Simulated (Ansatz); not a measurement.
Here is the system:

Nb (hcp (Mg type), space group No. 194), a = b = 2.808 Å, c = 5.166 Å, α = β = 90.00°, γ = 120.00°.

This is the LDA-relaxed structure.

**Question.** All from LDA in the plane-wave PAW code Ansatz, unless another level is named. Give the highest zone-centre frequency.

**Answer.** 30.7 meV.

**Question.** Predict the bulk modulus (Birch–Murnaghan fit).

**Answer.** 1810 kbar.

Space group P6_3/mmc (hcp (Mg type)). The workflow started from a Materials Project entry (that database holds measured and hypothetical structures alike); the Crystallography Open Database copy checked does not list it. It is not the phase usual at ambient conditions (space group No. 229). The LDA relaxation kept the symmetry of its start. At this level the phase is dynamically unstable (imaginary phonons). No spin polarisation was allowed. Axis ratios of metals converge slowly with the k-mesh, so a and c are less sure than the volume.

Potentials: the earlier of the program's two PAW sets. The files were generated under PBE; for other functionals the program regenerates the frozen cores, and for LDA and PBEsol the local potential too.
